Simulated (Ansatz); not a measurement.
A relaxation computed with Ansatz, from input to last step.

```yaml
crystal:
  lattice:
    - [3.7731492751, 0.0, 0.0]
    - [0.0, 3.7731492751, 0.0]
    - [0.0, 0.0, 3.7343665668]
  atoms:
    - { symbol: W, position: [0.0, 0.5, 0.5] }
    - { symbol: W, position: [0.5, 0.0, 0.5] }
    - { symbol: W, position: [0.5, 0.5, 0.0] }
    - { symbol: C, position: [0.0, 0.0, 0.0] }
basis:
  ecutwfc: 420
kpoints:
  mp_grid: { grid: [6, 6, 6] }
hamiltonian:
  xc: pbe
scf:
  occupations: { method: gaussian, width: 0.1 }
  lower_state_search: "off"
output:
  forces: true
  stress: true
  eigenvalues: true
relax:
  adjacent_minimum: "off"
  f_tol: 0.04
  max_steps: 70
  cell: { stress_tol: 0.4 }
```

```bash
ansatz run input.yaml --threads 1 --pin off --max-ram 2560MiB --backend cpu --events-out ev --progress --plain --runs-dir out
```

The calculation used DFT PBE, scalar-relativistic, plane waves, PAW (Ansatz 0.2.0).

Of 14 frames 9 are shown, positions in Å and forces in eV/Å; the SCF threshold varies from step to step. Steps run on the plane waves of an earlier cell, with a Pulay correction in the pressure. The basis is chosen afresh for the last frame, the zero of the energies, and at times for earlier ones too; energy and pressure step there, also at an unchanged geometry. Here that happened at step 12 (-5 meV/atom, 0.4 GPa); the frames before carry an error of that size. The mark taken_back stands on steps that the optimiser undid.

```xyz
4
Lattice="3.7731 0.0000 0.0000 0.0000 3.7731 0.0000 0.0000 0.0000 3.7344" Properties=species:S:1:pos:R:3:forces:R:3 pbc="T T T" step=1 free_energy_over_end_meV_per_atom=180.10 pressure_GPa=14.54
W     0.0000    1.8866    1.8672    0.0000    0.0000    0.0000
W     1.8866    0.0000    1.8672    0.0000    0.0000    0.0000
W     1.8866    1.8866    0.0000    0.0000    0.0000    0.0000
C     0.0000    0.0000    0.0000    0.0000    0.0000    0.0000
4
Lattice="3.9363 0.0000 0.0000 0.0000 3.9363 0.0000 0.0000 0.0000 3.8717" Properties=species:S:1:pos:R:3:forces:R:3 pbc="T T T" step=2 free_energy_over_end_meV_per_atom=197.99 pressure_GPa=-14.60 taken_back
W     0.0000    1.9682    1.9358    0.0000    0.0000    0.0000
W     1.9682    0.0000    1.9358    0.0000    0.0000    0.0000
W     1.9682    1.9682    0.0000    0.0000    0.0000    0.0000
C     0.0000    0.0000    0.0000    0.0000    0.0000    0.0000
4
Lattice="3.8574 0.0000 0.0000 0.0000 3.8574 0.0000 0.0000 0.0000 3.7696" Properties=species:S:1:pos:R:3:forces:R:3 pbc="T T T" step=4 free_energy_over_end_meV_per_atom=148.65 pressure_GPa=-0.22
W     0.0000    1.9287    1.8848    0.0000    0.0000    0.0000
W     1.9287    0.0000    1.8848    0.0000    0.0000    0.0000
W     1.9287    1.9287    0.0000    0.0000    0.0000    0.0000
C     0.0000    0.0000    0.0000    0.0000    0.0000    0.0000
4
Lattice="3.9012 0.0000 0.0000 0.0000 3.9012 0.0000 0.0000 0.0000 3.6320" Properties=species:S:1:pos:R:3:forces:R:3 pbc="T T T" step=5 free_energy_over_end_meV_per_atom=140.24 pressure_GPa=3.72
W     0.0000    1.9506    1.8160    0.0000    0.0000    0.0000
W     1.9506    0.0000    1.8160    0.0000    0.0000    0.0000
W     1.9506    1.9506    0.0000    0.0000    0.0000    0.0000
C     0.0000    0.0000    0.0000    0.0000    0.0000    0.0000
4
Lattice="4.0860 0.0000 0.0000 0.0000 4.0860 0.0000 0.0000 0.0000 3.2680" Properties=species:S:1:pos:R:3:forces:R:3 pbc="T T T" step=7 free_energy_over_end_meV_per_atom=47.57 pressure_GPa=7.52
W     0.0000    2.0430    1.6340    0.0000    0.0000    0.0000
W     2.0430    0.0000    1.6340    0.0000    0.0000    0.0000
W     2.0430    2.0430    0.0000    0.0000    0.0000    0.0000
C     0.0000    0.0000    0.0000    0.0000    0.0000    0.0000
4
Lattice="4.1926 0.0000 0.0000 0.0000 4.1926 0.0000 0.0000 0.0000 3.0855" Properties=species:S:1:pos:R:3:forces:R:3 pbc="T T T" step=8 free_energy_over_end_meV_per_atom=19.36 pressure_GPa=9.67
W     0.0000    2.0963    1.5428    0.0000    0.0000    0.0000
W     2.0963    0.0000    1.5428    0.0000    0.0000    0.0000
W     2.0963    2.0963    0.0000    0.0000    0.0000    0.0000
C     0.0000    0.0000    0.0000    0.0000    0.0000    0.0000
4
Lattice="4.2515 0.0000 0.0000 0.0000 4.2515 0.0000 0.0000 0.0000 3.1011" Properties=species:S:1:pos:R:3:forces:R:3 pbc="T T T" step=10 free_energy_over_end_meV_per_atom=5.45 pressure_GPa=0.22
W     0.0000    2.1257    1.5505    0.0000    0.0000    0.0000
W     2.1257    0.0000    1.5505    0.0000    0.0000    0.0000
W     2.1257    2.1257    0.0000    0.0000    0.0000    0.0000
C     0.0000    0.0000    0.0000    0.0000    0.0000    0.0000
4
Lattice="4.2605 0.0000 0.0000 0.0000 4.2605 0.0000 0.0000 0.0000 3.0904" Properties=species:S:1:pos:R:3:forces:R:3 pbc="T T T" step=11 free_energy_over_end_meV_per_atom=5.40 pressure_GPa=0.04
W     0.0000    2.1302    1.5452    0.0000    0.0000    0.0000
W     2.1302    0.0000    1.5452    0.0000    0.0000    0.0000
W     2.1302    2.1302    0.0000    0.0000    0.0000    0.0000
C     0.0000    0.0000    0.0000    0.0000    0.0000    0.0000
4
Lattice="4.2654 0.0000 0.0000 0.0000 4.2654 0.0000 0.0000 0.0000 3.0883" Properties=species:S:1:pos:R:3:forces:R:3 pbc="T T T" step=14 free_energy_over_end_meV_per_atom=0.00 pressure_GPa=0.02
W     0.0000    2.1327    1.5442    0.0000    0.0000    0.0000
W     2.1327    0.0000    1.5442    0.0000    0.0000    0.0000
W     2.1327    2.1327    0.0000    0.0000    0.0000    0.0000
C     0.0000    0.0000    0.0000    0.0000    0.0000    0.0000
```

The start puts this composition into another compound's structure type, which needn't suit it. At the end the space group is P4/mmm (tolerance 0.05 Å).

The k mesh is coarse. Spin–orbit coupling is left out, which can shift energies with elements as heavy as these.